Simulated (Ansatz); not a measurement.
Sc$_{3}$Cd$_{2}$Sn$_{3}$, a known structure type with other elements, at an estimated volume

```yaml
crystal:
  lattice:
    - [4.57107, 0.00000, 0.00000]
    - [2.28553, -5.56532, 0.00000]
    - [0.00000, 0.00000, -14.84421]
  atoms:
    - { symbol: Sc, position: [0.14100, 0.71800, 0.75000] }
    - { symbol: Sc, position: [0.85900, 0.28200, 0.25000] }
    - { symbol: Sn, position: [0.85000, 0.30000, 0.75000] }
    - { symbol: Sn, position: [0.15000, 0.70000, 0.25000] }
    - { symbol: Sn, position: [0.12030, 0.75940, 0.95960] }
    - { symbol: Sn, position: [0.87970, 0.24060, 0.45960] }
    - { symbol: Sn, position: [0.87970, 0.24060, 0.04040] }
    - { symbol: Sn, position: [0.12030, 0.75940, 0.54040] }
    - { symbol: Sc, position: [0.41700, 0.16600, 0.88950] }
    - { symbol: Sc, position: [0.58300, 0.83400, 0.38950] }
    - { symbol: Sc, position: [0.58300, 0.83400, 0.11050] }
    - { symbol: Sc, position: [0.41700, 0.16600, 0.61050] }
    - { symbol: Cd, position: [0.70990, 0.58020, 0.90550] }
    - { symbol: Cd, position: [0.29010, 0.41980, 0.40550] }
    - { symbol: Cd, position: [0.29010, 0.41980, 0.09450] }
    - { symbol: Cd, position: [0.70990, 0.58020, 0.59450] }
```

Method: r2SCAN, no spin polarisation; PAW, plane waves to 500 eV, 8×8×3 Γ-centred mesh, fermi-dirac occupations (width 0.1 eV) (Ansatz 0.2.0), atoms fixed.

**Stress.** The pressure is 1.5 GPa (compression positive), so with the atoms held at these fractions the cell would first expand; the forces are large, so a full relaxation may end otherwise. The principal stresses 0.5, 0.6, 3.5 GPa differ, so its shape would change too.
**Contacts.** Sn–Cd at 2.62 Å: least valence density 0.38 e/Å³ and ELF 0.33 there. Sn–Sn at 2.93 Å: least valence density 0.27 e/Å³ and ELF 0.45 there. Sc–Sn at 3.12 Å: least valence density 0.15 e/Å³ and ELF 0.14 there. Both are smooth PAW fields, read partly inside the augmentation spheres.
**Forces.** The largest is on Sn5 (and as large on other atoms): 1.73 eV/Å, components (0.00, -1.70, 0.31). It makes 109° with the line to a nearest neighbour, Cd13 at 2.62 Å.
**Electronic structure.** It is a metal, with about 11 states/eV a cell as the mean within 0.25 eV of the Fermi level, mostly Sc d (72 %).

Origin: a known structure type with other elements, at an estimated volume, so it need not be a known compound. Caveats: atoms or cell far from equilibrium.
